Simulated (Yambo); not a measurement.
# How GW settings move the gap: FeSi

G0W0@PBEsol for FeSi (space group P2_13, No. 198) in Yambo. Reference settings: 4×4×4 Γ-centred k mesh, bands 17 to 146 and a 7 Ry block in the screening, 146 bands in G with the Bruneval-Gonze terminator, plasmon pole fitted at 27.2 eV. The PBEsol gap X → (0, 0.25, 0.25) on this mesh is 0.15 eV; G0W0 gaps are taken between the same points.

```csv
change from the reference,"G0W0 gap X → (0, 0.25, 0.25) (eV)",shift of the valence edge (eV),rough Yambo cost
reference settings,0.20,0.72,1
"71 bands in W, 71 bands in G",0.20,0.88,about 1/3
"102 bands in W, 102 bands in G",0.20,0.78,within a factor of two
71 bands in G,0.20,0.73,–
102 bands in G,0.20,0.72,–
82 bands in W,0.20,0.81,about 1/2
1 Ry block,0.44,0.76,within a factor of two
3 Ry block,0.23,0.80,within a factor of two
6 Ry block,0.21,0.73,within a factor of two
pole fitted at 15 eV,0.20,0.74,–
no random integration,0.20,0.85,–
"71 bands in G, no terminator",0.20,1.29,–
"102 bands in G, no terminator",0.20,1.08,–
no terminator,0.21,0.95,–
```

The reference isn't shown to be the converged limit. Costs are rough (shared machines), scaled to the same edge states, and given only for runs that recompute the screening.

Geometry of the Materials Project entry, not relaxed at this level; primitive cell a = b = c = 4.4022 Å, α = β = γ = 90.00°.

The runs are not spin-polarised; magnetic order was not tried.

A shift is the quasiparticle energy of the state minus its PBEsol energy.
